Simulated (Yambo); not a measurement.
G0W0@PBEsol for NaAuO2 (space group C2/m, No. 12) in Yambo. Reference settings: 4×4×2 Γ-centred k mesh, bands 6 to 107 and a 8 Ry block in the screening, 107 bands in G with the Bruneval-Gonze terminator, plasmon pole fitted at 27.2 eV. The PBEsol gap (0.25, -0.25, 0) → (0, 0.25, -0.5) on this mesh is 1.43 eV; G0W0 gaps are taken between the same points.

The settings were changed. The gap went from 3.30 eV to 4.52 eV, and the shift of the valence edge from -0.71 eV to -1.76 eV.

Problem. Name the change that produced these shifts.
A. 1 Ry block
B. no terminator
C. no random integration
D. 46 bands in W, 46 bands in G

Solution. A, 1 Ry block. The others gave (gap, valence shift): 46 bands in W, 46 bands in G: 3.38, -0.55 eV; no terminator: 3.32, -0.50 eV; no random integration: 3.24, -0.48 eV.

Spin-orbit coupling is not included.

Geometry relaxed with PBEsol; primitive cell a = 3.638 Å, b = 3.638 Å, c = 6.145 Å, α = 116.24°, β = 116.24°, γ = 48.91°.

The structure is a Materials Project entry; no match was found in the copy of COD used, and its stability was not checked.

A shift is the quasiparticle energy of the state minus its PBEsol energy.
